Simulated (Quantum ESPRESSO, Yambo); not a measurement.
GaN (zinc blende, space group F-43m, No. 216): static response along x against the Γ-centred k mesh (Yambo on LDA (pw.x of Quantum ESPRESSO, ONCV potentials, no spin-orbit coupling) bands; 20 bands, 4 Ry block). The smallest direct LDA gap is 2.01 eV.

| k mesh | ε(0), independent particles | ε(0), RPA with local fields | rough Yambo cost |
|---|---|---|---|
| 6×6×6 | 6.52 | 6.28 | about 1/7 |
| 8×8×8 | 6.10 | 5.86 | about 1/4 |
| 12×12×12 | 5.97 | 5.72 | about 1/2 |
| 16×16×16 | 5.95 | 5.71 | 1 |

The last step changes the RPA value by 0.2 %. Electronic response only; costs are rough.

Geometry relaxed with LDA; primitive cell a = b = c = 3.1487 Å, α = β = γ = 60.00°.

This is not the ordinary phase of the substance; no match was found in the copy of COD used, and its stability was not checked.
